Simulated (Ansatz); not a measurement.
BN:
```
BN
1.0
    2.54102     0.00000     0.00000
   -1.27051     2.20059     0.00000
    0.00000     0.00000     4.20330
B N
2 2
Direct
  0.66667   0.33333   0.99973
  0.33333   0.66667   0.49973
  0.66667   0.33333   0.62527
  0.33333   0.66667   0.12527
```

x, y and z are the axes in which the lattice vectors are written.

**Question.** Give the proper piezoelectric stress tensor with relaxed ions from plane-wave PAW PBEsol (Ansatz code).

**Answer.** In C/m², rows x, y, z, Voigt columns; mesh uncertainty up to 0.00.
```
 0.00   0.00   0.00   0.00  -0.32   0.00
 0.00   0.00   0.00  -0.32   0.00   0.00
-0.33  -0.33   0.95   0.00   0.00   0.00
```

The elastic tensor of the same run (GPa):

```
 948   139  61.6   0.0   0.0   0.0
 139   948  61.6   0.0   0.0   0.0
61.6  61.6  1050   0.0   0.0   0.0
 0.0   0.0   0.0   333   0.0   0.0
 0.0   0.0   0.0   0.0   333   0.0
 0.0   0.0   0.0   0.0   0.0   405
```

**Question.** Convert to strain constants d = e·S.

**Answer.** In pC/N:
```
 0.0   0.0   0.0   0.0  -1.0   0.0
 0.0   0.0   0.0  -1.0   0.0   0.0
-0.4  -0.4   0.9   0.0   0.0   0.0
```

Space group P6_3mc (wurtzite). The cell was relaxed with PBEsol under the symmetry of its start.

Potentials: the later of the program's two PAW sets.
